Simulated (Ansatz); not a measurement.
CdSiN$_{2}$:
Space group R-3m, hexagonal axes (No. 166); a = 2.898 Å, b = 2.898 Å, c = 17.893 Å, α = 90.00°, β = 90.00°, γ = 120.00°

| atom | site | symmetry | x | y | z |
|---|---|---|---|---|---|
| Cd | 3b | -3m | 0.0000 | 0.0000 | 0.5000 |
| Si | 3a | -3m | 0.0000 | 0.0000 | 0.0000 |
| N | 6c | 3m | 0.0000 | 0.0000 | 0.3855 |
(The calculation used a cell of 4 atoms; values per cell refer to that cell.)

Relaxed with r²SCAN+D4. 

Q: HSE06 on this cell (Ansatz, a quantum-chemistry and plane-wave program, PAW) gives a gap of 0.87 eV. What does r²SCAN+D4 give?

A: 0.36 eV.

Cost on shared cores: the r²SCAN+D4 run (SCF on a 11×11×11 mesh, then bands and DOS) about 70 core-seconds (a rough figure), the HSE06 run (SCF on 8×8×8, then a few points) around 8 core-minutes (rough); the tasks are unlike.

The start of the workflow was typed in or built on a structure type; neither database checked (COD, Materials Project) lists it. Whether it is the stable phase at ambient conditions was not checked. The cell was relaxed with r²SCAN+D4 under the symmetry of its start; whether a distortion lowers the energy is not shown. The volume moved by -44 % from the start of the relaxation. Scalar-relativistic: spin–orbit coupling is off unless named, which matters more the heavier the elements.

Potentials: the later of the program's two PAW sets.

Ansatz is a plane-wave DFT program.
